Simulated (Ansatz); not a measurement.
BP:
```xyz
6
Lattice="3.2646 0.0000 0.0000 -1.6323 2.8272 0.0000 0.0000 0.0000 6.9769" Properties=species:S:1:pos:R:3 pbc="T T T"
B      1.6323     0.0000     3.4884
B     -0.8161     1.4136     1.1628
B      0.8161     1.4136     5.8141
P      1.6323     0.0000     0.0000
P     -0.8161     1.4136     4.6513
P      0.8161     1.4136     2.3256
```

Relaxed with r²SCAN+D4. Independent-particle spectrum: no excitons, no local fields, no scissors shift; 0.1 eV broadening; ε₁ of the summed bands alone.

Task: Tabulate the dielectric function from r²SCAN+D4 (plane waves, PAW; program Ansatz).

Result: 

```tsv
E (eV)	ε₁ xx	ε₂ xx	ε₁ zz	ε₂ zz
0.0	13.44	0.00	14.65	0.00
0.3	13.49	0.00	14.71	0.00
0.6	13.64	0.00	14.87	0.00
0.9	13.89	0.00	15.14	0.00
1.2	14.27	0.00	15.55	0.00
1.5	14.81	0.00	16.13	0.00
1.8	15.54	0.00	16.91	0.00
2.1	16.56	0.00	17.98	0.00
2.4	18.03	0.00	19.49	0.00
2.7	20.34	0.00	21.75	0.00
3.0	24.97	1.34	26.15	0.37
3.3	29.05	5.73	31.29	5.53
3.6	31.10	14.32	33.84	12.06
3.9	32.91	21.70	37.30	19.83
4.2	19.78	41.49	26.00	34.55
4.5	3.05	33.58	21.51	39.97
4.8	-0.88	23.59	9.55	40.36
5.1	-0.76	23.49	-1.49	43.18
5.4	-4.04	20.07	-12.85	32.30
5.7	-4.15	16.82	-13.70	25.38
6.0	-4.70	14.93	-14.69	19.59
6.3	-4.21	13.82	-14.26	14.42
6.6	-4.39	12.86	-12.13	10.98
6.9	-5.11	11.65	-10.71	9.12
7.2	-5.59	10.63	-9.62	7.86
7.5	-5.64	9.43	-8.80	6.52
7.8	-5.75	8.34	-7.84	5.63
8.1	-5.50	7.17	-7.24	4.84
8.4	-5.01	6.55	-6.44	4.20
8.7	-4.93	6.32	-5.89	4.10
9.0	-5.13	5.63	-5.62	3.42
9.3	-4.99	4.88	-5.12	2.94
9.6	-4.74	4.33	-4.66	2.57
9.9	-4.58	3.79	-4.13	2.27
10.2	-4.23	3.27	-3.68	2.26
10.5	-3.94	2.94	-3.46	2.21
10.8	-3.64	2.71	-3.35	2.08
11.1	-3.48	2.47	-3.15	1.90
11.4	-3.25	2.22	-3.00	1.77
11.7	-3.06	2.02	-2.83	1.58
12.0	-2.86	1.82	-2.62	1.43
```

Task: From ε at 4.6 eV (xx: -0.18 + 31.31i), find n, k, the normal reflectivity and the absorption coefficient.

Result: n = 3.95, k = 3.968, R = 61 %, α = 2kE/ħc = 1900000 cm⁻¹.

With all bands, ε∞ without local fields is 13.5 (xx = yy), 14.7 (zz).

Space group P6_222. The start of the workflow was typed in or built on a structure type; neither database checked (COD, Materials Project) lists it. It is not the phase usual at ambient conditions (space group No. 216). The r²SCAN+D4 relaxation kept the symmetry of its start; whether a distortion lowers the energy is not shown.

Potentials: the later of the program's two PAW sets.
